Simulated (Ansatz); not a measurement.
Input for Ansatz (plane-wave DFT, PAW):

```yaml
crystal:
  lattice:
    - [-1.4157285255, 1.4157285255, 1.4157285255]
    - [1.4157285255, -1.4157285255, 1.4157285255]
    - [1.4157285255, 1.4157285255, -1.4157285255]
  atoms:
    - { symbol: Au, position: [0.0, 0.0, 0.0] }
basis:
  ecutwfc: 500
kpoints:
  mp_grid: { grid: [20, 20, 20] }
hamiltonian:
  xc: r2scan
scf:
  occupations: { method: gaussian, width: 0.1 }
output:
  forces: true
  stress: true
  eigenvalues: true
```

Command:
```bash
ansatz run input.yaml --threads 1 --pin off --max-ram 2560MiB --backend cpu --events-out ev --progress --plain --runs-dir out
```

Theory: Ansatz 0.2.0, DFT r2SCAN, scalar-relativistic, plane waves, PAW.

Part of what the program printed, abridged (iterations and final results):

```
SCF iter   1: F=—  HF=-13160.666387 eV  |F-HF|=—  |Δ(HF+E_count)|=         —  Δρ=7.97e-3  dr2=3.46e-3  dr2_τ=3.52e-2  ethr=1.77e-3  ⟨swp⟩=5.2  Hψ=19463  notcnv=0
SCF iter   2: F=—  HF=-13160.687687 eV  |F-HF|=—  |Δ(HF+E_count)|=   2.13e-2  Δρ=3.64e-3  dr2=4.17e-4  dr2_τ=2.30e-4  ethr=1.82e-5  ⟨swp⟩=2.1  Hψ=8045  notcnv=0  defer=121
SCF iter   3: F=—  HF=-13160.688648 eV  |F-HF|=—  |Δ(HF+E_count)|=   9.61e-4  Δρ=8.40e-4  dr2=1.72e-5  dr2_τ=8.25e-6  ethr=2.19e-6  ⟨swp⟩=2.5  Hψ=4907  notcnv=0  defer=121
SCF iter   4: F=—  HF=-13160.688709 eV  |F-HF|=—  |Δ(HF+E_count)|=   6.10e-5  Δρ=5.97e-5  dr2=8.03e-8  dr2_τ=1.60e-8  ethr=9.03e-8  ⟨swp⟩=2.5  Hψ=5693  notcnv=0  defer=121
SCF iter   5: F=-13160.688709 eV  HF=-13160.688709 eV  |F-HF|=4.49e-9  |Δ(HF+E_count)|=   6.35e-7  Δρ=1.20e-5  dr2=1.07e-8  dr2_τ=7.67e-10  ethr=4.23e-10  ⟨swp⟩=2.1  Hψ=5411  notcnv=0  defer=121
SCF iter   6: F=-13160.688709 eV  HF=-13160.688709 eV  |F-HF|=2.36e-11  |Δ(HF+E_count)|=   7.65e-9  Δρ=1.80e-6  dr2=1.53e-10  dr2_τ=1.30e-11  ethr=5.62e-11  ⟨swp⟩=3.4  Hψ=13085  notcnv=0
SCF 1 converged in 6 iterations: F = -13160.688709 eV  dr2 = 1.53e-10
SCF converged after 6 iterations
Free energy (F): -13160.688709 eV
Harris-Foulkes:  -13160.688709 eV  (|F-HF|=2.36e-11)
Internal energy: -13160.688046 eV  (E = F + TS)
E sigma→0 (E₀):  -13160.688378 eV
Entropy (-TS):   -0.000664 eV (-0.664 meV/atom)
Fermi energy:    34.690979 eV
--- Per-component energies (eV) ---
  E_band       = -5.821383
  E_kinetic    = 623.838614
  E_local      = -1091.368106  (includes V_loc(G=0)·N_el)
  E_nonlocal   = 76.554763
  E_hartree    = 528.678375
  E_xc         = -224.599964
  E_vxc        = -316.275669  (∫ρ·V_xc dr)
  E_paw        = -9732.981753  (= ΣΔE_a)
  E_vpaw       = -377.270701  (= ΣTr[D̂ρ^β])
  E_aug_tail   = 0.000707  (compensation charges beyond the density's cutoff)
  E_vtau       = 21.342721  (kinetic-family band-sum trace: ∫τ·v_τ [+ j·A + Jᵃ·Aᵃ] dr)
  E_ewald      = -3340.634356
  E_core_change = -0.176324  (= ΣΔE_core)
  E_smearing   = -0.000664  (= −TS)
--- Forces (eV/Å), atoms counted from 1 ---
  atom   1  Au     0.00000000     0.00000000     0.00000000
--- Stress (GPa, compression-positive) ---
      229.465449       0.000000       0.000000
        0.000000     229.465449       0.000000
        0.000000       0.000000     229.465449
  P = ⅓ Tr σ = 229.4654 GPa (2294.654 kbar)
--- Band table (eV; the first three rows and the last of 256) ---
  k-point 0: bands = ["-75.1760", "-25.6366", "-25.6366", "-25.6366", "19.1100", "26.1574", "26.1574", "26.1574", "29.8451", "29.8451", "50.7515", "50.7515", "50.7515", "65.3521"]
  k-point 1: bands = ["-75.1734", "-25.6650", "-25.6460", "-25.6366", "19.2555", "26.0933", "26.1578", "26.2830", "29.7544", "29.8488", "50.8427", "50.9704", "50.9720", "63.7318"]
  k-point 2: bands = ["-75.1657", "-25.7469", "-25.6732", "-25.6365", "19.6774", "25.9111", "26.1521", "26.6555", "29.5320", "29.8623", "51.0618", "51.5206", "51.6213", "61.6106"]
  k-point 255: bands = ["-74.9842", "-26.4346", "-26.4346", "-26.4346", "22.0555", "22.0555", "32.4305", "32.4305", "32.4305", "41.6918", "41.6918", "41.6918", "50.9839", "56.9755"]
```

The calculation finished and met its thresholds.

Time: 4.2 s on 1 thread of Arm Neoverse V2, with other jobs on the host, peak memory 0.39 GiB.

Spin–orbit coupling is left out, which can shift energies with elements as heavy as these.